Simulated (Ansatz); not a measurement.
NbAl₃ in space group I4/mmm (No. 139; Al on 2b, Al on 4d, Nb on 2a) under volume change, DFT-LDA in the program Ansatz with PAW potentials, shape and atoms relaxed at each volume.

```csv
V (Å³/atom),E − E(relaxed) (meV/atom),P (GPa)
13.925,62.8,15.82
14.384,26.4,9.72
14.843,6.3,4.49
15.302,0.0,0.00
15.761,5.7,-3.86
16.221,21.6,-7.17
16.680,46.3,-10.01
```

**Question.** What does a third-order Birch–Murnaghan fit give for V₀, B₀ and B′?

**Answer.** V₀ = 15.30 Å³/atom, B₀ = 138 GPa, B′ = 4.1.

The workflow started from a Materials Project entry (that database holds measured and hypothetical structures alike); the Crystallography Open Database copy checked does not list it. With Al and Nb taken as one species the cell has the higher symmetry I4/mmm, so it may be an ordered model of a mixed-site phase. Its standing as an ambient phase is unchecked. The cell was relaxed with LDA under the symmetry of its start; of distortions, only those at the zone centre were tested. No spin polarisation was allowed.

Potentials: the later of the program's two PAW sets.
